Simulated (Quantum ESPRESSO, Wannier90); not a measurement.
## Wannierisation of BeTe (zinc blende)

```xyz
2
Lattice="0.0000 2.8315 2.8315 2.8315 0.0000 2.8315 2.8315 2.8315 0.0000" Properties=species:S:1:pos:R:3 pbc="T T T"
Be     0.0000     0.0000     0.0000
Te     1.4157     1.4157     1.4157
```

Cell from Materials Project (mp-252), symmetrised, no further relaxation. COD (Crystallography Open Database) has an entry of this formula and space group (matched by these alone). Computed values, not measurements, from PBEsol: Quantum ESPRESSO (norm-conserving PseudoDojo potentials, cutoff 71 Ry, spinors with spin-orbit coupling) on a Γ-centred 8×8×8 mesh, then Wannier90. Density: 10×10×10 mesh, cold smearing 0.01 Ry.

A tight-binding model is made by disentanglement and projection with no localisation steps (num_iter = 0), so the 16 orbitals stay atom-like: hydrogen-like Be: s;p; Te: s;p, axes along x, y, z; frozen window up to 3.11 eV relative to the valence-band maximum. It follows pw.x to 15 meV rms for states up to 2.6 eV relative to the valence-band maximum. Matrix elements depend on this choice of orbitals and windows.

The 30 largest hoppings ⟨m,0|H|n,R⟩ between different sites (one of each Hermitian pair; signs follow the real orbitals' lobes; the list may end inside a set of equal values):

```json
[
 {"m": "Te2 s↑", "n": "Be1 s↑", "R": "0 0 0", "distance of the centres (Å)": "2.45", "t (eV)": "-1.685", "Im t (eV)": "0.000"},
 {"m": "Te2 s↓", "n": "Be1 s↓", "R": "0 0 0", "distance of the centres (Å)": "2.45", "t (eV)": "-1.685", "Im t (eV)": "0.000"},
 {"m": "Te2 s↑", "n": "Be1 s↑", "R": "0 0 1", "distance of the centres (Å)": "2.45", "t (eV)": "-1.685", "Im t (eV)": "0.000"},
 {"m": "Te2 s↓", "n": "Be1 s↓", "R": "0 0 1", "distance of the centres (Å)": "2.45", "t (eV)": "-1.685", "Im t (eV)": "0.000"},
 {"m": "Te2 s↑", "n": "Be1 s↑", "R": "0 1 0", "distance of the centres (Å)": "2.45", "t (eV)": "-1.685", "Im t (eV)": "0.000"},
 {"m": "Te2 s↓", "n": "Be1 s↓", "R": "0 1 0", "distance of the centres (Å)": "2.45", "t (eV)": "-1.685", "Im t (eV)": "0.000"},
 {"m": "Te2 s↑", "n": "Be1 s↑", "R": "1 0 0", "distance of the centres (Å)": "2.45", "t (eV)": "-1.685", "Im t (eV)": "0.000"},
 {"m": "Te2 s↓", "n": "Be1 s↓", "R": "1 0 0", "distance of the centres (Å)": "2.45", "t (eV)": "-1.685", "Im t (eV)": "0.000"},
 {"m": "Te2 s↑", "n": "Be1 pz↑", "R": "0 0 0", "distance of the centres (Å)": "2.45", "t (eV)": "-1.394", "Im t (eV)": "0.000"},
 {"m": "Te2 s↑", "n": "Be1 px↑", "R": "0 0 0", "distance of the centres (Å)": "2.45", "t (eV)": "-1.394", "Im t (eV)": "0.000"},
 {"m": "Te2 s↑", "n": "Be1 py↑", "R": "0 0 0", "distance of the centres (Å)": "2.45", "t (eV)": "-1.394", "Im t (eV)": "0.000"},
 {"m": "Te2 s↓", "n": "Be1 pz↓", "R": "0 0 0", "distance of the centres (Å)": "2.45", "t (eV)": "-1.394", "Im t (eV)": "0.000"},
 {"m": "Te2 s↓", "n": "Be1 px↓", "R": "0 0 0", "distance of the centres (Å)": "2.45", "t (eV)": "-1.394", "Im t (eV)": "0.000"},
 {"m": "Te2 s↓", "n": "Be1 py↓", "R": "0 0 0", "distance of the centres (Å)": "2.45", "t (eV)": "-1.394", "Im t (eV)": "0.000"},
 {"m": "Te2 s↑", "n": "Be1 pz↑", "R": "0 0 1", "distance of the centres (Å)": "2.45", "t (eV)": "-1.394", "Im t (eV)": "0.000"},
 {"m": "Te2 s↑", "n": "Be1 px↑", "R": "0 0 1", "distance of the centres (Å)": "2.45", "t (eV)": "1.394", "Im t (eV)": "0.000"},
 {"m": "Te2 s↑", "n": "Be1 py↑", "R": "0 0 1", "distance of the centres (Å)": "2.45", "t (eV)": "1.394", "Im t (eV)": "0.000"},
 {"m": "Te2 s↓", "n": "Be1 pz↓", "R": "0 0 1", "distance of the centres (Å)": "2.45", "t (eV)": "-1.394", "Im t (eV)": "0.000"},
 {"m": "Te2 s↓", "n": "Be1 px↓", "R": "0 0 1", "distance of the centres (Å)": "2.45", "t (eV)": "1.394", "Im t (eV)": "0.000"},
 {"m": "Te2 s↓", "n": "Be1 py↓", "R": "0 0 1", "distance of the centres (Å)": "2.45", "t (eV)": "1.394", "Im t (eV)": "0.000"},
 {"m": "Te2 s↑", "n": "Be1 pz↑", "R": "0 1 0", "distance of the centres (Å)": "2.45", "t (eV)": "1.394", "Im t (eV)": "0.000"},
 {"m": "Te2 s↑", "n": "Be1 px↑", "R": "0 1 0", "distance of the centres (Å)": "2.45", "t (eV)": "1.394", "Im t (eV)": "0.000"},
 {"m": "Te2 s↑", "n": "Be1 py↑", "R": "0 1 0", "distance of the centres (Å)": "2.45", "t (eV)": "-1.394", "Im t (eV)": "0.000"},
 {"m": "Te2 s↓", "n": "Be1 pz↓", "R": "0 1 0", "distance of the centres (Å)": "2.45", "t (eV)": "1.394", "Im t (eV)": "0.000"},
 {"m": "Te2 s↓", "n": "Be1 px↓", "R": "0 1 0", "distance of the centres (Å)": "2.45", "t (eV)": "1.394", "Im t (eV)": "0.000"},
 {"m": "Te2 s↓", "n": "Be1 py↓", "R": "0 1 0", "distance of the centres (Å)": "2.45", "t (eV)": "-1.394", "Im t (eV)": "0.000"},
 {"m": "Te2 s↑", "n": "Be1 pz↑", "R": "1 0 0", "distance of the centres (Å)": "2.45", "t (eV)": "1.394", "Im t (eV)": "0.000"},
 {"m": "Te2 s↑", "n": "Be1 px↑", "R": "1 0 0", "distance of the centres (Å)": "2.45", "t (eV)": "-1.394", "Im t (eV)": "0.000"},
 {"m": "Te2 s↑", "n": "Be1 py↑", "R": "1 0 0", "distance of the centres (Å)": "2.45", "t (eV)": "1.394", "Im t (eV)": "0.000"},
 {"m": "Te2 s↓", "n": "Be1 pz↓", "R": "1 0 0", "distance of the centres (Å)": "2.45", "t (eV)": "1.394", "Im t (eV)": "0.000"}
]
```
